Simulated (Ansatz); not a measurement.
## SrTiO3: a jump of O

These are results of DFT PBEsol, scalar-relativistic, plane waves, PAW in Ansatz 0.2.0, not measurements. Run with 420 eV cutoff, 2×2×2 k-mesh, shifted by half a step, Gaussian smearing of 0.02 eV, no spin polarisation.

Host crystal, relaxed:

```
Sr Ti O
1.0
     3.89113    0.00000    0.00000
     0.00000    3.89113    0.00000
     0.00000    0.00000    3.89113
Sr Ti O
1 1 3
Direct
  0.00000 0.00000 0.00000
  0.50000 0.50000 0.50000
  0.50000 0.00000 0.50000
  0.50000 0.50000 0.00000
  0.00000 0.50000 0.50000
```

In a supercell of 40 host sites with charge +2, O trades places with a neighbouring O vacancy, moving 2.47 Å between the relaxed ends. Climbing-image nudged elastic band at fixed cell with images 0 (start) to 6 (end), the path measured over all atoms, converged to 0.05 eV/Å; the order of the saddle wasn't checked, and the small cell leaves errors of about a tenth of an eV.

Supercell rows in host cell vectors: 0 -2 0; 0 0 -2; 2 0 0. O was set at (0.500, 0.000, 0.500) of the host cell.

At the relaxed start O has 1 Ti at 1.91 Å, 1 Ti at 2.00 Å.

Problem. What barrier does the band give, and what surrounds the atom at the top?

Solution. 0.53 eV at image 3, where O has 1 Ti at 1.75 Å.

Cost: 1 run of about 59 core-minutes, on Intel Xeon Processor @ 2.70GHz (shared hosts).